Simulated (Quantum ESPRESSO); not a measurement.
# Moving one atom in Ga4N3As

The results below are calculated, not measured. They come from pw.x of Quantum ESPRESSO 7.5, a plane-wave density functional program, with PseudoDojo standard norm-conserving files (v0.5 for PBE, v0.4.1 for LDA and PBEsol). The cells are made up: elements, strain and atom displacements were drawn at random, and nothing was relaxed. There is no spin polarisation, spin-orbit coupling or dispersion term.

The cell has 8 sites of a wurtzite lattice (rectangular cell). Sites 1 to 4 hold Ga Ga Ga Ga; sites 5 to 8 hold N N As N. Cell vectors in Å: (3.336, -0.009, 0.059); (-0.016, 5.822, 0.022); (0.096, 0.021, 5.453). Settings: PBE, cutoff 1143 eV, 5 x 4 x 4 k mesh shifted by half a step, Fermi-Dirac smearing of 0.025 eV.

Each run shifts the N atom on site 8 along x and leaves all else fixed. Site 2 is one of its nearest neighbours. E is the free energy of the cell above the lowest run shown. The last column is band 42 less band 41 at Gamma, from a band step after each run.

```
run  shift (Å)  Fx on site 8 (eV/Å)  Fx on site 2 (eV/Å)  P (GPa)  E (meV)  level step at Gamma (eV)
  1    -0.1172                1.435               -0.940    22.48    102.0                     0.951
  3    -0.0406                0.680               -0.468    22.13     21.5                     0.939
  4     0.0607               -0.248                0.092    21.99      0.0                     0.935
  5     0.0843               -0.460                0.219    22.00      8.4                     0.936
  6     0.1133               -0.723                0.377    22.04     25.5                     0.938
  7     0.1399               -0.966                0.524    22.10     48.0                     0.940
  2    -0.0684                    ?                    ?        ?        ?                         ?
```

A rerun of one of these cells at 1437 eV and k mesh 7 x 6 x 6 moved values by no more than 0.020 eV in the cell's energy, 0.20 GPa in stress and 0.005 eV/Å in force.

## Worked fit

A parabola through the six runs shown gives Fx on site 8 = 0.307 - 9.34 u + 2.1 u² eV/Å, with u in Å and a scatter of 0.009 eV/Å. Minus the slope, 9.34 ± 0.18 eV/Å², is this atom's force constant along x at u = 0, with its periodic images moving too. The fitted force vanishes at u = 0.033 Å, where the energy should be lowest along this line. The error is the larger of the fit's own and the change that a cubic makes, rounded up.

## Withheld run

Question: what Fx on site 8 should run 2 give?

The fit gives 0.956 eV/Å. The calculation gave 0.946 eV/Å.

```
run  shift (Å)  Fx on site 8 (eV/Å)  Fx on site 2 (eV/Å)  P (GPa)  E (meV)  level step at Gamma (eV)
  2    -0.0684                0.946               -0.633    22.24     44.1                     0.943
```